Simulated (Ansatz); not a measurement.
Property card for Cu

Cu:
```yaml
crystal:
  lattice:
    - [2.51417, 0.00000, 0.00000]
    - [-1.25708, 2.17733, 0.00000]
    - [0.00000, 0.00000, 8.26593]
  atoms:
    - { symbol: Cu, position: [0.00000, 0.00000, 0.00000] }
    - { symbol: Cu, position: [0.00000, 0.00000, 0.50000] }
    - { symbol: Cu, position: [0.33333, 0.66667, 0.25000] }
    - { symbol: Cu, position: [0.66667, 0.33333, 0.75000] }
```

Space group P6_3/mmc (No. 194), dhcp (α-La type); conventional cell a = 2.5142 Å, b = 2.5142 Å, c = 8.2659 Å, α = 90.00°, β = 90.00°, γ = 120.00°.

Method: the program Ansatz at the PBEsol level (PAW). Geometry: relaxed at this level of theory. Other levels are named where they apply.

Cell and energy:

| Item | Value |
|---|---|
| Volume per atom | 11.31 Å³ |
| Density | 9.33 g/cm³ |

Electronic structure:

| Item | Value |
|---|---|
| Electronic character | metallic (no gap) |
| Density of states at the Fermi level | 0.31 states/eV per atom (mean over ±0.08 eV) |

Mechanics:

| Item | Result |
|---|---|
| Bulk modulus (Birch–Murnaghan fit) | 167 GPa |
| Pressure derivative B′ | 5.0 |
| Elastic constants (relaxed ions, GPa) | C11 = 255, C12 = 148, C13 = 103, C33 = 290, C44 = 47.2 |
| Mechanical stability | stable (all eigenvalues of C positive) |
| Hill bulk and shear moduli | 168 and 57.3 GPa |
| Young's modulus | 154 GPa |
| Poisson's ratio | 0.35 |
| Debye temperature from the elastic constants | 369 K |

Phonons:

| Quantity | Value |
|---|---|
| Highest zone-centre frequency | 261 cm^-1 |
| Zone-centre stability | no imaginary mode at Γ |

The first step of the workflow began from a Materials Project structure, measured or hypothetical; the Crystallography Open Database copy checked does not list it. It is not the phase usual at ambient conditions (space group No. 225). The PBEsol relaxation kept the symmetry of its start. The run is not spin-polarised. As this level gives no gap, shear constants depend on the k-mesh and smearing (Fermi–Dirac, 0.1 eV here). As this level gives no gap, phonon frequencies hold no LO–TO term and depend on the k-mesh and smearing (Fermi–Dirac, 0.1 eV here). Axis ratios of metals converge slowly with the k-mesh, so a and c are less sure than the volume. On the denser mesh and wider smearing of the elastic run this cell carries a stress of 0.4 GPa.

Potentials: the earlier of the program's two PAW sets. The files were generated under PBE; for other functionals the program regenerates the frozen cores, and for LDA and PBEsol the local potential too.
